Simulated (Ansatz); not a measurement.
BiSe:
```yaml
crystal:
  lattice:
    - [0.00000, 3.03080, 3.03080]
    - [3.03080, 0.00000, 3.03080]
    - [3.03080, 3.03080, 0.00000]
  atoms:
    - { symbol: Bi, position: [0.00000, 0.00000, 0.00000] }
    - { symbol: Se, position: [0.50000, 0.50000, 0.50000] }
```

Relaxed with PBEsol. Special points in fractions of this cell's reciprocal vectors: Γ (0.000, 0.000, 0.000); X (0.500, 0.000, 0.500); U (0.625, 0.250, 0.625); K (0.375, 0.375, 0.750); L (0.500, 0.500, 0.500); W (0.500, 0.250, 0.750).

Question: List the band energies nearest the Fermi level at these points for PBEsol with spin–orbit coupling (plane waves, PAW; program Ansatz).

Answer: In eV from the Fermi level; about four levels below and three above (degenerate sets whole), none deeper than 8.9 eV; points with the same levels are listed once.

```csv
k,below,above
Γ,-2.55 -2.55 -2.55 -2.55,1.22 1.22 3.70 3.70 3.70 3.70
X,-4.63 -4.63 -4.03 -4.03,2.66 2.66 2.97 2.97
U,-4.03 -4.03 -3.45 -3.45,1.54 1.54 2.79 2.79
L,-1.31 -1.31 -0.20 -0.20,0.59 0.59 7.68 7.68
W,-1.76 -1.76 -0.08 -0.08,3.77 3.77 4.08 4.08
```

Space group Fm-3m (rock salt). The workflow started from an entry of the Crystallography Open Database (COD), which files this formula under 2 space groups. Its standing as an ambient phase is unchecked. Symmetry was held in the PBEsol relaxation. At this level the phase is mechanically unstable. With an odd number of electrons in the cell and no spin polarisation, the count alone makes it a metal.

Potentials: the later of the program's two PAW sets.
